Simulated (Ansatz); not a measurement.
# E(q) of AlFe (Pm-3m)

```yaml
crystal:
  lattice:
    - [2.91000, 0.00000, 0.00000]
    - [0.00000, 2.91000, 0.00000]
    - [0.00000, 0.00000, 2.91000]
  atoms:
    - { symbol: Al, position: [0.00000, 0.00000, 0.00000] }
    - { symbol: Fe, position: [0.50000, 0.50000, 0.50000] }
```

The geometry is a structure as deposited in COD, held fixed and not relaxed.

Settings: LDA, 12×12×12 k mesh, Fermi–Dirac smearing of 0.1 eV. PAW means Ansatz 0.2.0 on its default frozen-core files; LAPW is all-electron LAPW in Ansatz 0.2.0. Site moments are integrated in spheres about the atoms, whose radii differ between the methods. Start moments of the first PAW run (μB): Fe2 0.7.

Flat spirals without spin–orbit coupling: moments start in the xy plane and turn about z by q·R from cell to cell, and their directions inside a cell are free. q runs from Γ to X = (0.000, 0.500, 0.000) in reciprocal cell vectors. Energies count from each method's run at q = 0. Each q is a vector of the k mesh, and the mesh is shifted by q/2 where needed, so that both spin components are sampled on the same points as at q = 0.

Where along the line is the energy lowest?

q = 0 is the lowest point, but the next lies within 2.0 meV per cell, which this mesh may not resolve.
```
fraction of Γ–X  |q| (1/Å)  ΔF PAW (meV/cell)  ΔF LAPW (meV/cell)  largest moment, PAW (μB)
          0.000      0.000                0.0                 0.0                      0.71
          0.167      0.180               +0.4                   –                      0.70
          0.333      0.360               +1.7                +1.7                      0.70
          0.500      0.540               +3.5                   –                      0.68
          0.667      0.720               +6.4                   –                      0.66
          0.833      0.900               +8.9                   –                      0.62
          1.000      1.080              +10.0               +10.1                      0.59
```

The PAW files were made with PBE; the program remakes their cores once for the run's functional and then keeps them frozen. The Ansatz runs typed with the search for lower states off end where their start leads. These are results for the start and cell typed. The real compound can order otherwise, in a larger cell, or not at all, since semilocal functionals at zero temperature often overstate magnetism.
